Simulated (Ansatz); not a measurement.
Sn (beta-Sn type, space group I4_1/amd)

```
CELL_PARAMETERS angstrom
     -2.94392     2.94392     1.59226
      2.94392    -2.94392     1.59226
      2.94392     2.94392    -1.59226
ATOMIC_POSITIONS crystal
  Sn 0.75000 0.25000 0.50000
  Sn 0.00000 0.00000 0.00000
```

The slice is a (100) plane (indices of the conventional cell) through the point (0.000, 0.000, 0.000) (fractional), spanned by u = [110] and v = [101] in vectors of this cell: u (3.18 Å) and v (5.89 Å, at 90° to u). It covers one period; positions are fractions (u, v).

Method: r2SCAN (plane waves to 500 eV, PAW, scalar-relativistic; Ansatz, a quantum-chemistry and plane-wave program). k mesh 17×17×17. Inside the PAW spheres the values are not all-electron values, and peaks at nuclei hang on which shells count as valence. Sn was relaxed with its symmetry unable to fall. The PAW data are Ansatz's earlier set.

Q: The ELF has a maximum in the middle third of the Sn–Sn line. Where, and how high?

A: 0.58, 1.5 Å from Sn.

Q: Sketch the electrostatic potential energy of an electron, from the cell's mean on this plane as a map.

A: 
```
|xxxxxx =**= xxxxx|
|xxxxx  +##+  xxxx|
|xxxxx :*%#*: xxxx|
|xxxx .+#%%#+  xxx|
|xxx  =#%@@%#=  xx|
|   :=*%@@@@%#=:  |
|--=+*#%@@@@@%#*+=|
|**++**#%@@@@@@%#*|
|*+=---=*#%@@@@@%#|
|+-     .=*%@@@@%#|
|.  xxxx  -*%@@@#+|
| xxxxxxx  =#%%%*:|
|xxxxxxxxx .+#%#= |
|xxxxxxxxxx =*#+: |
|xxxxxxxxxx -**+  |
|xxxxxxxxxx :**= x|
|xxxxxxxxxx -**+  |
|xxxxxxxxxx =*#+: |
|xxxxxxxxx .+#%#= |
| xxxxxxx  =#%%%*:|
|.  xxxx  -*%@@@#+|
|+-     .=*%@@@@%#|
|*+=---=*#%@@@@@%#|
|**++**#%@@@@@@%#*|
|--=+*#%@@@@@%#*+=|
|   :=*%@@@@%#=:  |
|xxx  =#%@@%#=  xx|
|xxxx .+#%%#+  xxx|
|xxxxx :*%#*: xxxx|
|xxxxx  +##+  xxxx|
|xxxxxx =**= xxxxx|
|xxxxxx =**= xxxxx|
```
Scale: ten equal steps from -2.00 (start of ' ') to 6.02 (end of '@'), in the order ' .:-=+*#%@'. Values: electrostatic potential energy of an electron, from the cell's mean, in eV. The map has 17 points along u (one character each, u = 0 at the left) and 32 along v (v = 0 in the bottom row). Points within 1 Å of a nucleus are blanked (x), as the pseudised field means little there. Values under -2 eV are set to -2. The zero, the cell's mean, hangs on the PAW cores.
